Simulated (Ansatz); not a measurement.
NbRu:
```yaml
crystal:
  lattice:
    - [3.13929, 0.00000, 0.00000]
    - [0.00000, 3.13929, 0.00000]
    - [0.00000, 0.00000, 3.13929]
  atoms:
    - { symbol: Ru, position: [0.50000, 0.50000, 0.50000] }
    - { symbol: Nb, position: [0.00000, 0.00000, 0.00000] }
```

This is the PBEsol-relaxed structure.

**Question.** All from plane-wave PAW PBEsol (Ansatz code), unless another level is named. Predict the bulk modulus (Birch–Murnaghan fit).

**Answer.** 254 GPa.

**Question.** And the highest zone-centre frequency?

**Answer.** 135 cm^-1.

**Question.** Give the elastic constants (relaxed ions, GPa).

**Answer.** C11 = 175, C12 = 293, C44 = 74.0.

Space group Pm-3m (CsCl type). The workflow started from an entry of the Crystallography Open Database (COD), which files this formula under 2 space groups. Whether it is the stable phase at ambient conditions was not checked. The PBEsol relaxation kept the symmetry of its start. At this level the phase is mechanically unstable. The run is not spin-polarised. As this level gives no gap, shear constants depend on the k-mesh and smearing (Fermi–Dirac, 0.1 eV here). As this level gives no gap, phonon frequencies hold no LO–TO term and depend on the k-mesh and smearing (Fermi–Dirac, 0.1 eV here). On the denser mesh and wider smearing of the elastic run this cell carries a stress of 0.3 GPa.

Potentials: the later of the program's two PAW sets.
